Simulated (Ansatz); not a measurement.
W (fcc, Cu type)

```
W
1.0
    0.00000     1.99880     1.99880
    1.99880     0.00000     1.99880
    1.99880     1.99880     0.00000
W
1
Direct
  0.00000   0.00000   0.00000
```

The slice is a {110} plane (indices of the conventional cell) through the point (0.000, 0.000, 0.000) (fractional), spanned by u = [100] and v = [1 -1 -1] in vectors of this cell: u (2.83 Å) and v (4.00 Å, at 90° to u). It covers one period; positions are fractions (u, v).

These are PBEsol (plane waves to 420 eV, PAW, scalar-relativistic; Ansatz, a program for electronic structure) values and carry that method's errors. k mesh 20×20×20. Near the nuclei the fields are pseudised (PAW); where an atom keeps semicore shells as valence, they peak there. Spin-orbit coupling is left out, though W is heavy. This is one of several known forms of W; the measured ambient cells at hand have space group No. 229. W is run without spin polarisation. W was relaxed with its symmetry unable to fall.

**Question.** What is the valence density on the shortest W–W line in this plane (2.83 Å), at its midpoint?

**Answer.** 0.36 e/Å³.

**Question.** Sketch the electrostatic potential energy of an electron, from the cell's mean on this plane as a map.

**Answer.** 
```tsv
v \ u	0.00	0.14	0.29	0.43	0.57	0.71	0.86
0.90	x	x	x	8.9	8.9	x	x
0.80	x	x	<7.0	12.1	12.1	<7.0	x
0.70	7.3	9.0	11.5	12.8	12.8	11.5	9.0
0.60	14.0	13.6	12.2	10.8	10.8	12.2	13.6
0.50	15.2	14.3	11.8	9.5	9.5	11.8	14.3
0.40	14.0	13.6	12.2	10.8	10.8	12.2	13.6
0.30	7.3	9.0	11.5	12.8	12.8	11.5	9.0
0.20	x	x	<7.0	12.1	12.1	<7.0	x
0.10	x	x	x	8.9	8.9	x	x
0.00	x	x	x	<7.0	<7.0	x	x
```

Values: electrostatic potential energy of an electron, from the cell's mean, in eV. Points within 1 Å of a nucleus are blanked (x), as the pseudised field means little there. Values under 7 eV are set to 7. The zero, the cell's mean, hangs on the PAW cores.
